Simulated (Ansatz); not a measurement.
BeSe (zinc blende)

```
BeSe
1.0
    0.00000     2.58889     2.58889
    2.58889     0.00000     2.58889
    2.58889     2.58889     0.00000
Se Be
1 1
Direct
  0.75000   0.75000   0.75000
  0.00000   0.00000   0.00000
```

The volume is varied about the relaxed value V₀ at fixed cell shape. Symmetry pins the atoms to their sites.

All values below come from PBE (plane waves to 420 eV, PAW, scalar-relativistic; Ansatz, a quantum-chemistry and plane-wave program). k mesh 11×11×11 (Γ-centred), Fermi-Dirac smearing 0.05 eV. Stress and pressure are positive under compression. BeSe was relaxed with its symmetry unable to fall.

At one point of the scan the stress tensor (GPa) is:

```
    2.6      0.0      0.0
    0.0      2.6      0.0
    0.0      0.0      2.6
```

Which point is it?
A. V/V₀ = 0.936
B. V/V₀ = 0.872
C. V/V₀ = 0.968
D. V/V₀ = 0.904

C, V/V₀ = 0.968

(Under strain, the slope of the energy per volume gives the stress and its curvature an elastic modulus.)
